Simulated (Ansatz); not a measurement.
Data:

TiB2:
```
CELL_PARAMETERS angstrom
      3.01703     0.00000     0.00000
     -1.50851     2.61282     0.00000
      0.00000     0.00000     3.18577
ATOMIC_POSITIONS crystal
  Ti 0.00000 0.00000 0.00000
  B  0.33333 0.66667 0.50000
  B  0.66667 0.33333 0.50000
```

This is the PBEsol-relaxed structure. Cartesian axes are those of the cell as given.

### Question
All from PBEsol in the plane-wave PAW code Ansatz, unless another level is named. Predict the bulk modulus (Birch–Murnaghan fit).

### Answer
2630 kbar.

### Question
Give the elastic constants (relaxed ions, GPa).

### Answer
C11 = 678, C12 = 69.7, C13 = 110, C33 = 476, C44 = 276.

Space group P6/mmm. The PBEsol relaxation kept the symmetry of its start. No spin polarisation was allowed. As this level gives no gap, shear constants depend on the k-mesh and smearing (Fermi–Dirac, 0.1 eV here).

Potentials: the later of the program's two PAW sets.
